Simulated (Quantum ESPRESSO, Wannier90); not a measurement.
Tight-binding from DFT: Mg(AlS₂)₂ (R-3m)

Cell from Materials Project (mp-16755), symmetrised, no further relaxation. Not found in the COD (Crystallography Open Database) copy used, which has the formula in other groups; not checked further. Computed values, not measurements, from PBEsol: Quantum ESPRESSO (norm-conserving PseudoDojo potentials, cutoff 68 Ry, no spin polarisation, no spin-orbit coupling) on a Γ-centred 4×4×4 mesh, then Wannier90. Density: 10×10×10 mesh, cold smearing 0.01 Ry. The cell is built of weakly bound layers, chains or molecules, whose nearest atoms lie 4.47 Å apart. Database cells relaxed without dispersion often hold them too far apart, which can enlarge gaps and weakens couplings between them; spacing and stacking were not compared with the measured crystal.

On the energy scale of pw.x, whose zero is arbitrary, the valence-band maximum lies at 4.26 eV.

Input w.win:

```
num_bands = 4
num_wann = 4
exclude_bands = 1-4,9-46
num_iter = 1000
conv_tol = 1.0e-6
conv_window = 4
write_hr = true
write_u_matrices = true
auto_projections = true
begin unit_cell_cart
ang
   -1.8576150951    3.2174837256    0.0000000000
   -3.7152301901    0.0000000000    0.0000000000
   -1.8576150951    1.0724945752   12.9611400000
end unit_cell_cart
begin atoms_frac
Mg   0.0000000000  0.0000000000  0.0000000000
Al  -0.2420000000 -0.2420000000 -0.2740000000
Al   0.2420000000  0.2420000000  0.2740000000
S   -0.1162200000 -0.1162200000  0.3486600000
S    0.1162200000  0.1162200000 -0.3486600000
S   -0.2978100000 -0.2978100000 -0.1065700000
S    0.2978100000  0.2978100000  0.1065700000
end atoms_frac
mp_grid = 4 4 4
begin kpoints
0.0000000000 0.0000000000 0.0000000000
0.0000000000 0.0000000000 0.2500000000
0.0000000000 0.0000000000 0.5000000000
... (61 more lines: the 4x4x4 mesh through Gamma)
end kpoints
```

Input of pw2wannier90.x that gives the overlap and projection files (equivalent; here they were cut from one run over all bands):

```
&inputpp
  outdir = './out'
  prefix = 'pwscf'
  seedname = 'w'
  write_amn = .true.
  write_mmn = .true.
  atom_proj = .true.
  atom_proj_exclude = 1 2 3 4 5 6 7 8 9 10 11 12 13 15 16 17 19 20 21 23 24 25 27 28 29
/
```

Output w.wout (banner and timings cut):

```
                                    ------
                                    SYSTEM
                                    ------

                              Lattice Vectors (Ang)
                    a_1    -1.857615   3.217484   0.000000
                    a_2    -3.715230   0.000000   0.000000
                    a_3    -1.857615   1.072495  12.961140

                   Unit Cell Volume:     154.93348  (Ang^3)

                        Reciprocal-Space Vectors (Ang^-1)
                    b_1     0.000000   1.952826  -0.161590
                    b_2    -1.691197  -0.976413  -0.161590
                    b_3     0.000000   0.000000   0.484771

 *----------------------------------------------------------------------------*
 |   Site       Fractional Coordinate          Cartesian Coordinate (Ang)     |
 +----------------------------------------------------------------------------+
 | mg   1   0.00000   0.00000   0.00000   |   -0.00000   0.00000   0.00000    |
 | al   1  -0.24200  -0.24200  -0.27400   |    1.85762  -1.07249  -3.55135    |
 | al   2   0.24200   0.24200   0.27400   |   -1.85762   1.07249   3.55135    |
 | s    1  -0.11622  -0.11622   0.34866   |   -0.00000   0.00000   4.51903    |
 | s    2   0.11622   0.11622  -0.34866   |    0.00000   0.00000  -4.51903    |
 | s    3  -0.29781  -0.29781  -0.10657   |    1.85762  -1.07249  -1.38127    |
 | s    4   0.29781   0.29781   0.10657   |   -1.85762   1.07249   1.38127    |
 *----------------------------------------------------------------------------*
                                ------------
                                K-POINT GRID
                                ------------

             Grid size =  4 x  4 x  4      Total points =   64

 *---------------------------------- MAIN ------------------------------------*
 |  Number of Wannier Functions               :                 4             |
 |  Number of Objective Wannier Functions     :                 4             |
 |  Number of input Bloch states              :                 4             |
 |  Output verbosity (1=low, 5=high)          :                 1             |
 |  Timing Level (1=low, 5=high)              :                 1             |
 |  Optimisation (0=memory, 3=speed)          :                 3             |
 |  Length Unit                               :               Ang             |
 |  Post-processing setup (write *.nnkp)      :                 F             |
 |  Using Gamma-only branch of algorithms     :                 F             |
 *----------------------------------------------------------------------------*
 *------------------------------- WANNIERISE ---------------------------------*
 |  Total number of iterations                :              1000             |
 |  Number of CG steps before reset           :                 5             |
 |  Trial step length for line search         :             2.000             |
 |  Convergence tolerence                     :         0.100E-05             |
 |  Convergence window                        :                 4             |
 |  Iterations between writing output         :                 1             |
 |  Iterations between backing up to disk     :               100             |
 |  Write r^2_nm to file                      :                 F             |
 |  Write xyz WF centres to file              :                 F             |
 |  Write on-site energies <0n|H|0n> to file  :                 F             |
 |  Use guiding centre to control phases      :                 F             |
 |  Use phases for initial projections        :                 F             |
 *----------------------------------------------------------------------------*
 *-------------------------------- PLOTTING ----------------------------------*
 |  Plotting Hamiltonian in WF basis          :                 T             |
 *----------------------------------------------------------------------------*

       ... (k-mesh section left out)

 Starting a new Wannier90 calculation ...

 Reading overlaps from w.mmn

 Reading projections from w.amn

 *------------------------------- WANNIERISE ---------------------------------*
 +--------------------------------------------------------------------+<-- CONV
 | Iter  Delta Spread     RMS Gradient      Spread (Ang^2)            |<-- CONV
 +--------------------------------------------------------------------+<-- CONV

 ------------------------------------------------------------------------------
 Initial State
  WF centre and spread    1  ( -0.000000,  0.000000,  4.380501 )     1.12957171
  WF centre and spread    2  (  0.000000, -0.000000, -4.380501 )     1.12957171
  WF centre and spread    3  (  1.857615, -1.072495, -1.483468 )     1.17203717
  WF centre and spread    4  ( -1.857615,  1.072495,  1.483468 )     1.17203717
  Sum of centres and spreads ( -0.000000, -0.000000, -0.000000 )     4.60321775

      0     0.460E+01     0.0000000000        4.6032177499  <-- CONV
        O_D=      0.0010992 O_OD=      0.0053134 O_TOT=      4.6032177 <-- SPRD
 ------------------------------------------------------------------------------
      1    -0.147E-03     0.0156728310        4.6030702735  <-- CONV
        O_D=      0.0010953 O_OD=      0.0051698 O_TOT=      4.6030703 <-- SPRD
      2    -0.441E-04     0.0084152421        4.6030261908  <-- CONV
        O_D=      0.0010951 O_OD=      0.0051259 O_TOT=      4.6030262 <-- SPRD
      3    -0.891E-05     0.0064245517        4.6030172771  <-- CONV
        O_D=      0.0010942 O_OD=      0.0051179 O_TOT=      4.6030173 <-- SPRD
      4    -0.242E-05     0.0035142396        4.6030148559  <-- CONV
        O_D=      0.0010934 O_OD=      0.0051163 O_TOT=      4.6030149 <-- SPRD
      5    -0.482E-06     0.0019141856        4.6030143737  <-- CONV
        O_D=      0.0010933 O_OD=      0.0051159 O_TOT=      4.6030144 <-- SPRD
      6    -0.138E-06     0.0010267217        4.6030142359  <-- CONV
        O_D=      0.0010933 O_OD=      0.0051158 O_TOT=      4.6030142 <-- SPRD
      7    -0.307E-07     0.0004282333        4.6030142052  <-- CONV
        O_D=      0.0010933 O_OD=      0.0051158 O_TOT=      4.6030142 <-- SPRD
      8    -0.230E-07     0.0003766502        4.6030141822  <-- CONV
        O_D=      0.0010932 O_OD=      0.0051158 O_TOT=      4.6030142 <-- SPRD
             <<<     Delta < 1.000E-06  over  4 iterations     >>>
             <<< Wannierisation convergence criteria satisfied >>>
 Final State
  WF centre and spread    1  ( -0.000000,  0.000000,  4.380463 )     1.13023736
  WF centre and spread    2  (  0.000000, -0.000000, -4.380463 )     1.13023736
  WF centre and spread    3  (  1.857615, -1.072495, -1.483520 )     1.17126973
  WF centre and spread    4  ( -1.857615,  1.072495,  1.483520 )     1.17126973
  Sum of centres and spreads ( -0.000000, -0.000000, -0.000000 )     4.60301418

         Spreads (Ang^2)       Omega I      =     4.596805187
        ================       Omega D      =     0.001093239
                               Omega OD     =     0.005115756
    Final Spread (Ang^2)       Omega Total  =     4.603014182
```
